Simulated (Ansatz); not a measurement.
Start of a relaxation, 1 AlMe3 a cell, tilted, over a top H site (Si, Fd-3m (No. 227), (1 1 0) face):

```
CELL_PARAMETERS angstrom
7.66719 0.00000 0.00000
0.00000 10.84304 0.00000
0.00000 0.00000 29.16867
ATOMIC_POSITIONS crystal
Si 0.25000 0.50000 0.33234
Si 0.25000 0.00000 0.33234
Si 0.75000 0.50000 0.33234
Si 0.75000 0.00000 0.33234
Si 0.50000 0.62500 0.33234
Si 0.50000 0.12500 0.33234
Si 0.00000 0.62500 0.33234
Si 0.00000 0.12500 0.33234
Si 0.50000 0.75000 0.39805
Si 0.50000 0.25000 0.39805
Si 0.00000 0.75000 0.39805
Si 0.00000 0.25000 0.39805
Si 0.75000 0.87500 0.39805
Si 0.75000 0.37500 0.39805
Si 0.25000 0.87500 0.39805
Si 0.25000 0.37500 0.39805
Si 0.75000 0.00073 0.46311
Si 0.75000 0.50073 0.46311
Si 0.25000 0.00073 0.46311
Si 0.25000 0.50073 0.46311
Si 0.00000 0.12427 0.46311
Si 0.00000 0.62427 0.46311
Si 0.50000 0.12427 0.46311
Si 0.50000 0.62427 0.46311
Si 0.00000 0.25066 0.52844
Si 0.00000 0.75066 0.52844
Si 0.50000 0.25066 0.52844
Si 0.50000 0.75066 0.52844
Si 0.25000 0.37434 0.52844
Si 0.25000 0.87434 0.52844
Si 0.75000 0.37434 0.52844
Si 0.75000 0.87434 0.52844
Cl 0.25000 0.42846 0.26719
Cl 0.25000 0.92846 0.26719
Cl 0.75000 0.42846 0.26719
Cl 0.75000 0.92846 0.26719
Cl 0.50000 0.69654 0.26719
Cl 0.50000 0.19654 0.26719
Cl 0.00000 0.69654 0.26719
Cl 0.00000 0.19654 0.26719
H 0.00000 0.16888 0.57010
H 0.00000 0.66888 0.57010
H 0.50000 0.16888 0.57010
H 0.50000 0.66888 0.57010
H 0.25000 0.45612 0.57010
H 0.25000 0.95612 0.57010
H 0.75000 0.45612 0.57010
H 0.75000 0.95612 0.57010
Al 0.49244 0.86754 0.69391
C 0.48425 0.68688 0.70074
H 0.49223 0.66336 0.73702
H 0.36222 0.65226 0.68653
H 0.59398 0.64606 0.68246
C 0.71822 0.95162 0.68602
H 0.75000 0.95612 0.64964
H 0.70951 0.04464 0.70001
H 0.81892 0.90004 0.70414
C 0.27485 0.96411 0.69497
H 0.22580 0.97420 0.66010
H 0.17852 0.91620 0.71590
H 0.30104 0.05483 0.70953
```

All numbers below come from Ansatz, DFT PBE+D3(BJ), scalar-relativistic, plane waves, PAW. Plane waves to 420 eV, a k mesh through Γ of 2×2×1 on the computed 61-atom cell and Gaussian smearing (0.05 eV); no spin polarisation. The cell repeats along c with a dipole correction in the vacuum.

Atoms 1, 2, 3, 4, 5, 6, 7, 8, 9, 10, 11, 12, 13, 14, 15, 16 (counted from 1) are held. The cell is fixed. Force threshold 0.04 eV/Å.

```csv
step,E − E_final (eV),largest force (eV/Å)
1,0.357,0.711
2,0.291,0.310
3,0.270,0.043
4,0.263,0.138
5,0.254,0.101
6,0.247,0.185
7,0.243,0.151
8,0.238,0.074
9,0.237,0.012
10,0.235,0.081
11,0.234,0.112
12,0.231,0.186
13,0.228,0.169
14,0.218,0.181
15,0.211,0.256
16,0.207,0.361
17,0.197,0.284
18,0.182,0.015
19,0.182,0.015
20,0.169,0.102
21,0.156,0.177
22,0.144,0.224
23,0.132,0.237
24,0.119,0.195
25,0.109,0.206
26,0.101,0.282
27,0.091,0.301
28,0.082,0.180
29,0.064,0.158
30,0.049,0.223
```

**Question.** What is the final structure?

**Answer.**
```xyz
61
Lattice="7.6672 0.0000 0.0000 0.0000 10.8430 0.0000 0.0000 0.0000 29.1687" Properties=species:S:1:pos:R:3 pbc="T T T"
Si    1.9168    5.4215    9.6938
Si    1.9168    0.0000    9.6938
Si    5.7504    5.4215    9.6938
Si    5.7504    0.0000    9.6938
Si    3.8336    6.7769    9.6938
Si    3.8336    1.3554    9.6938
Si    0.0000    6.7769    9.6938
Si    0.0000    1.3554    9.6938
Si    3.8336    8.1323   11.6106
Si    3.8336    2.7108   11.6106
Si    0.0000    8.1323   11.6106
Si    0.0000    2.7108   11.6106
Si    5.7504    9.4877   11.6106
Si    5.7504    4.0661   11.6106
Si    1.9168    9.4877   11.6106
Si    1.9168    4.0661   11.6106
Si    5.7520    0.0125   13.4995
Si    5.7477    5.4299   13.5072
Si    1.9180    0.0081   13.5167
Si    1.9205    5.4283   13.5100
Si    0.0006    1.3499   13.5076
Si    0.0020    6.7614   13.4945
Si    3.8345    1.3503   13.5127
Si    3.8344    6.7745   13.5112
Si   -0.0072    2.7221   15.4074
Si   -0.0118    8.1168   15.4025
Si    3.8292    2.7237   15.4155
Si    3.8603    8.1389   15.4270
Si    1.9105    4.0616   15.4172
Si    1.9174    9.4386   15.4035
Si    5.7463    4.0642   15.4136
Si    5.7682    9.4936   15.4028
Cl    1.9173    4.6449    7.7940
Cl    1.9150   10.0586    7.7982
Cl    5.7499    4.6415    7.7956
Cl    5.7524   10.0678    7.7931
Cl    3.8374    7.5512    7.7930
Cl    3.8313    2.1279    7.7921
Cl   -0.0036    7.5463    7.7902
Cl    0.0023    2.1279    7.7919
H    -0.0159    1.8294   16.6112
H    -0.0361    7.2096   16.5946
H     3.8282    1.8356   16.6271
H     3.8680    7.2480   16.6354
H     1.9098    4.9494   16.6303
H     1.8980   10.3551   16.6271
H     5.7504    4.9510   16.6268
H     5.8069   10.3858   16.6060
Al    2.0592   10.0294   18.7454
C     1.4261    8.1697   18.9341
H     1.6705    7.8453   19.9601
H     0.3409    8.0579   18.8108
H     1.9210    7.4534   18.2630
C     3.9979   10.3607   18.9003
H     4.3436   11.2475   18.3506
H     4.2262   10.5472   19.9642
H     4.6170    9.5066   18.5914
C     0.7978   11.5129   19.0546
H     1.1631   12.4834   18.6923
H    -0.1965   11.3352   18.6208
H     0.6495   11.6160   20.1430
```

The end is the local minimum or symmetric point that this start leads to. The slab is only 5.8 Å thick, so the energy isn't converged with thickness.

Cost: 1 run of about 120 core-minutes, on Arm Neoverse V2 (shared hosts).